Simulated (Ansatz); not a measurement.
Ru (hcp (Mg type), space group No. 194) at seven volumes, PBEsol in the plane-wave PAW code Ansatz, shape and atoms relaxed at each. One row is withheld.

```tsv
V (Å³/atom)	P (GPa)
12.124	?
12.524	24.88
12.923	11.36
13.323	-0.01
13.723	-9.55
14.122	-17.55
14.522	-24.25
```

Problem. Fit the shown pressures and predict the withheld one.

Solution. P = (3/2)B₀(x^(7/2) − x^(5/2))[1 + (3/4)(B′ − 4)(x − 1)] with x = (V₀/V)^(2/3). Least squares on the six rows gives V₀ = 13.323 Å³/atom, B₀ = 346 GPa, B′ = 4.84. At V = 12.124, x = 1.0649 and P = 41.02 GPa. The run itself gave 40.95 GPa.

Space group P6_3/mmc (hcp (Mg type)). The cell was relaxed with PBEsol under the symmetry of its start. The run is not spin-polarised.

Potentials: the later of the program's two PAW sets.
